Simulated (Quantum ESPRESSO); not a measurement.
```xyz
4
Lattice="4.1518 0.0000 0.0000 -2.0759 3.5955 0.0000 0.0000 0.0000 6.8104" Properties=species:S:1:pos:R:3 pbc="T T T"
P      2.0759     1.1985     5.9579
P      0.0000     2.3970     2.5527
In     2.0759     1.1985     3.4065
In     0.0000     2.3970     0.0013
```

Cell and atoms were relaxed with PBEsol from Materials Project entry mp-966800, within its symmetry.

**Question.** What does PBEsol (Quantum ESPRESSO, PseudoDojo norm-conserving, 70 Ry, with spin-orbit coupling) give for the electronic structure near the Fermi level?

**Answer.** The PBEsol gap is direct, 0.60 eV at Γ. 

This is not the ordinary phase of the substance; no match was found in the copy of COD used, and its stability was not checked.
